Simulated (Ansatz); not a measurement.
An Ansatz (a first-principles code) run. Input:

Ansatz 0.2 input:
```yaml
crystal:
  lattice:
    - [2.8291116091, 0.0, 0.0]
    - [0.0, 2.8291116091, 0.0]
    - [0.0, 0.0, 2.8271958839]
  atoms:
    - { symbol: Be, position: [0.5, 0.5, 0.5] }
    - { symbol: Pd, position: [0.0, 0.0, 0.0] }
kpoints:
  mp_grid: { grid: [11, 11, 11] }
  band_path:
    path:
      - [[0.0, 0.0, 0.0], [0.0, 0.5, 0.0], [0.5, 0.5, 0.0], [0.0, 0.0, 0.0], [0.0, 0.0, 0.5], [0.0, 0.5, 0.5], [0.5, 0.5, 0.5], [0.0, 0.0, 0.5]]  # Γ-X-M-Γ-Z-R-A-Z
      - [[0.0, 0.5, 0.0], [0.0, 0.5, 0.5]]  # X-R
      - [[0.5, 0.5, 0.0], [0.5, 0.5, 0.5]]  # M-A
    npoints: 8
basis: { xc_grid: 2 }
hamiltonian:
  xc: pbe
  pseudopotentials: { azcp: { folder: ./paw }, kind: paw_fr }
magnetization: { noncollinear: true, spin_orbit: true }
scf:
  n_extra_bands: 12
  convergence: { dr2_threshold: 0.0000000001 }
  occupations: { method: gaussian, width: 0.05 }
output: { eigenvalues: true }
```

Output (shortened):

```
Pseudopotentials: kind: paw_fr
Pseudopotential: Be, paw, valence charge 2
Pseudopotential: Pd, paw, valence charge 18
Functional definition: PBE
non-collinear run that drives no moment, with spin-orbit …
Crystal: 2 atoms, lattice volume = 22.629 Å³
Basis set: ecut = 420 eV, 461 PW (Γ), exchange–correlation on 40×40×40 points (8 copies of the dense FFT grid, shifted against one another)
Bands: 32, of which v1, the nominal top of the filled ones, is band 20 counted from 1 (19 counted from 0)
Symmetry: 16 space group operations + 16 with time reversal
k-points: 126 of 1331
Projection manifold: j_resolved (fully-relativistic pseudo-atomic orbitals)
Initial density: superposition of atomic densities (chi_scale 0.1, normalization cell, long waves kept (reshape's long-wave potential 0.00 eV rms))
Initial wavefunctions: pseudopotential atomic-orbital guess
Eigensolver: davidson
Functional: x = pbe(κ = 0.804, μ = 0.2195149727645171), c = pbe(β = 0.06672455060314922)
SCF iter   1: F=—  HF=-7072.229737 eV  |F-HF|=—  |Δ(HF+E_count)|=         —  Δρ=2.30e-1  dr2=1.61e1  dr2_m=0.00e0 (ungated)  ethr=3.10e-3  |M|=0.00e0 ∫|m|=0.00e0 μB  |m|>n=0.0e0 m-floor=0.0e0 τ_xc=0.0e0  β_m=0.30  ⟨swp⟩=6.2  Hψ=10120  notcnv=0  defer=142
all-band conjugate gradients solve this SCF's bands
preconditioner: auto → none
SCF iter   2: F=—  HF=-7069.151312 eV  |F-HF|=—  |Δ(HF+E_count)|=    3.08e0  Δρ=8.08e-2  dr2=1.02e0  dr2_m=0.00e0 (ungated)  ethr=3.10e-3  |M|=0.00e0 ∫|m|=0.00e0 μB  |m|>n=0.0e0 m-floor=0.0e0 τ_xc=0.0e0  β_m=0.27  ⟨swp⟩=3.0  Hψ=4649  notcnv=0  defer=650
SCF iter   3: F=—  HF=-7068.912715 eV  |F-HF|=—  |Δ(HF+E_count)|=   2.39e-1  Δρ=3.02e-2  dr2=6.97e-2  dr2_m=0.00e0 (ungated)  ethr=3.10e-3  |M|=0.00e0 ∫|m|=0.00e0 μB  |m|>n=0.0e0 m-floor=0.0e0 τ_xc=0.0e0  β_m=0.51  ⟨swp⟩=2.7  Hψ=3765  notcnv=0  defer=680
SCF iter   4: F=—  HF=-7068.884253 eV  |F-HF|=—  |Δ(HF+E_count)|=   2.85e-2  Δρ=4.00e-3  dr2=1.41e-3  dr2_m=0.00e0 (ungated)  ethr=3.48e-4  |M|=0.00e0 ∫|m|=0.00e0 μB  |m|>n=0.0e0 m-floor=0.0e0 τ_xc=0.0e0  β_m=0.52  ⟨swp⟩=2.9  Hψ=3688  notcnv=0  defer=680
SCF iter   5: F=—  HF=-7068.883839 eV  |F-HF|=—  |Δ(HF+E_count)|=   4.15e-4  Δρ=6.37e-4  dr2=2.55e-5  dr2_m=0.00e0 (ungated)  ethr=7.07e-6  |M|=0.00e0 ∫|m|=0.00e0 μB  |m|>n=0.0e0 m-floor=0.0e0 τ_xc=0.0e0  β_m=0.76  ⟨swp⟩=2.1  Hψ=2801  notcnv=0  defer=680
SCF iter   6: F=—  HF=-7068.883843 eV  |F-HF|=—  |Δ(HF+E_count)|=   3.78e-6  Δρ=3.58e-5  dr2=3.83e-7  dr2_m=0.00e0 (ungated)  ethr=1.28e-7  |M|=0.00e0 ∫|m|=0.00e0 μB  |m|>n=0.0e0 m-floor=0.0e0 τ_xc=0.0e0  β_m=0.85  ⟨swp⟩=2.7  Hψ=2682  notcnv=0  defer=680
SCF iter   7: F=—  HF=-7068.883843 eV  |F-HF|=—  |Δ(HF+E_count)|=   7.42e-7  Δρ=1.72e-5  dr2=5.14e-8  dr2_m=0.00e0 (ungated)  ethr=1.92e-9  |M|=0.00e0 ∫|m|=0.00e0 μB  |m|>n=0.0e0 m-floor=0.0e0 τ_xc=0.0e0  β_m=0.93  ⟨swp⟩=1.1  Hψ=1697  notcnv=0  defer=680
SCF iter   8: F=—  HF=-7068.883843 eV  |F-HF|=—  |Δ(HF+E_count)|=   2.14e-8  Δρ=1.46e-6  dr2=2.98e-10  dr2_m=0.00e0 (ungated)  ethr=2.57e-10  |M|=0.00e0 ∫|m|=0.00e0 μB  |m|>n=0.0e0 m-floor=0.0e0 τ_xc=0.0e0  β_m=0.84  ⟨swp⟩=2.3  Hψ=2267  notcnv=0  defer=680
SCF iter   9: F=-7068.883843 eV  HF=-7068.883843 eV  |F-HF|=2.73e-12  |Δ(HF+E_count)|=  1.23e-10  Δρ=1.96e-7  dr2=5.20e-12  dr2_m=0.00e0 (ungated)  ethr=1.00e-12  |M|=0.00e0 ∫|m|=0.00e0 μB  |m|>n=0.0e0 m-floor=0.0e0 τ_xc=0.0e0  ⟨swp⟩=7.5  Hψ=7571  notcnv=0
SCF 1 converged in 9 iterations: F = -7068.883843 eV  dr2 = 5.20e-12
NSCF: frozen V_eff on 75 k-points
SCF converged after 9 iterations
Magnetization: |M| = 0.0000 μB,  M = (+0.0000, +0.0000, +0.0000) μB
Absolute magnetization: 0.0000 μB (∫|m|)
  site 0: m = (+0.0000, +0.0000, +0.0000) μB, |m| = 0.0000 μB  (R = 1.01 Å)
  site 1: m = (+0.0000, +0.0000, +0.0000) μB, |m| = 0.0000 μB  (R = 1.01 Å)
Free energy (F): -7068.883843 eV
Harris-Foulkes:  -7068.883843 eV  (|F-HF|=2.73e-12)
Internal energy: -7068.881891 eV  (E = F + TS)
E sigma→0 (E₀):  -7068.882867 eV
Entropy (-TS):   -0.001953 eV (-0.976 meV/atom)
Fermi energy:    16.476363 eV
--- Per-component energies (eV) ---
  E_band       = -198.833530
  E_kinetic    = 467.936531
  E_local      = -2310.910555  (includes V_loc(G=0)·N_el)
  E_nonlocal   = 372.220243
  E_hartree    = 947.474816
  E_xc         = -159.499300
  E_vxc        = -196.731937  (∫ρ·V_xc dr)
  E_paw        = -3870.219986  (= ΣΔE_a)
  E_vpaw       = -426.297632  (= ΣTr[D̂ρ^β])
  E_aug_tail   = 0.000226  (compensation charges beyond the density's cutoff)
  E_ewald      = -2515.883865
  E_smearing   = -0.001953  (= −TS)
  E_closure    = 0.000000  (closes the sum)
  Σ components = -7068.883843   (vs F -7068.883843, Δ=0.00e0)
  [band-id]    e_kinetic+e_local+e_nonlocal+2·e_hartree+e_vxc+e_vpaw+e_augmentation_tail = -198.833492   (vs E_band -198.833530, Δ=3.77e-5)
--- Band table (eV; the first three rows and the last of 126) ---
  k-point 0: bands = ["-68.9172", "-68.9172", "-37.6688", "-37.6688", "-33.1778", "-33.1778", "-33.1773", "-33.1773", "6.9203", "6.9203", "10.9556", "10.9556", "10.9586", "10.9586", "14.0416", "14.0416", "14.0432", "14.0432", "14.3502", "14.3502", "21.6413", "21.6413", "21.8619", "21.8619", "21.8753", "21.8753", "30.5544", "30.5544", "30.5610", "30.5610", "32.9820", "32.9820"]
  k-point 1: bands = ["-68.9162", "-68.9162", "-37.6717", "-37.6717", "-33.1873", "-33.1873", "-33.1760", "-33.1760", "7.0771", "7.0771", "10.9934", "10.9934", "11.0351", "11.0351", "13.8947", "13.8947", "13.9789", "13.9789", "14.2708", "14.2708", "21.1944", "21.1944", "22.0149", "22.0149", "22.1561", "22.1561", "30.3034", "30.3034", "31.1042", "31.1042", "33.1246", "33.1246"]
  k-point 2: bands = ["-68.9135", "-68.9135", "-37.6799", "-37.6799", "-33.2127", "-33.2127", "-33.1726", "-33.1726", "7.5237", "7.5237", "11.0885", "11.0885", "11.2507", "11.2507", "13.5316", "13.5316", "13.6838", "13.6838", "14.2219", "14.2219", "19.8605", "19.8605", "22.8034", "22.8034", "22.9523", "22.9523", "29.6640", "29.6640", "31.7280", "31.7280", "33.9331", "33.9331"]
  k-point 125: bands = ["-68.8801", "-68.8801", "-37.7738", "-37.7738", "-33.3207", "-33.3207", "-33.3193", "-33.3193", "10.1484", "10.1484", "10.1913", "10.1913", "10.3555", "10.3555", "15.0599", "15.0599", "15.0793", "15.0793", "20.3748", "20.3748", "21.2088", "21.2088", "21.5922", "21.5922", "21.7840", "21.7840", "23.6244", "23.6244", "23.7443", "23.7443", "24.3386", "24.3386"]
  band table: 32 of 32 bands, residual norms ≤ 1.0e-3 eV
```

Cost: about 14 core-seconds (a rough figure) on shared cores.

Space group Pm-3m (CsCl type). A made-up cell: these elements were put on the sites of a structure type; the Crystallography Open Database files this formula in space group No. 221, but the cells were not matched. Whether it is the stable phase at ambient conditions was not checked. The PBE relaxation kept the symmetry of its start; its stability against distortions is not shown here. The run is not spin-polarised. Point labels and valley counts follow the cell and symmetry of the run, lower than the named group.

Potentials: the earlier of the program's two PAW sets.

Ansatz is a plane-wave DFT program.
